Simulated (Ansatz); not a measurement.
Starting cell, GaN (zinc blende):

```
CELL_PARAMETERS angstrom
      0.00000     4.54879     4.54879
      2.27440     0.00000     2.27440
      2.27440     2.27440     0.00000
ATOMIC_POSITIONS crystal
  N  0.37500 0.75000 0.75000
  N  0.87500 0.75000 0.75000
  Ga 0.00000 0.00000 0.00000
  Ga 0.50000 0.00000 0.00000
```

A phonon eigenvector at L = (0.5, 0.0, 0.0) is frozen into this cell: atom i moves by Q times the vector below, so Q is the largest atomic displacement, in Å. The cell is held. It is one choice among 2 degenerate patterns. (q is in reciprocal vectors of the primitive cell; the cell shown is doubled to hold the pattern.)

```
atom       x       y       z
----  ------  ------  ------
N1    -0.285   0.520  -0.805
N2     0.285  -0.520   0.805
Ga3   -0.046   0.083  -0.129
Ga4    0.046  -0.083   0.129
```

Calculation: PBE (plane waves to 420 eV, PAW, scalar-relativistic; Ansatz, a quantum-chemistry and plane-wave program). k mesh 6×12×12 (Γ-centred), Fermi-Dirac smearing 0.05 eV. E stands for the smeared free energy. GaN was relaxed with its symmetry unable to fall. The PAW data are Ansatz's earlier set. The zero of ΔE is the undisplaced structure.

| Q (Å) | ΔE (meV/cell) |
|---|---|
| -0.280 | 1431 |
| -0.187 | 607 |
| -0.093 | 148 |
| 0.000 | 0 |
| 0.093 | 148 |
| 0.187 | 607 |
| 0.280 | 1431 |

**Question.** Which DFPT wavenumber at L = (0.5, 0.0, 0.0) belongs to this mode?
A) 657 cm⁻¹
B) 134 cm⁻¹
C) 538 cm⁻¹
D) 325 cm⁻¹

**Answer.** C, 538 cm⁻¹. The curvature of the scan gives 538 cm⁻¹

(For displaced atoms, the force is minus the slope of the energy, and its curvature is a force constant, which sets phonon frequencies.)
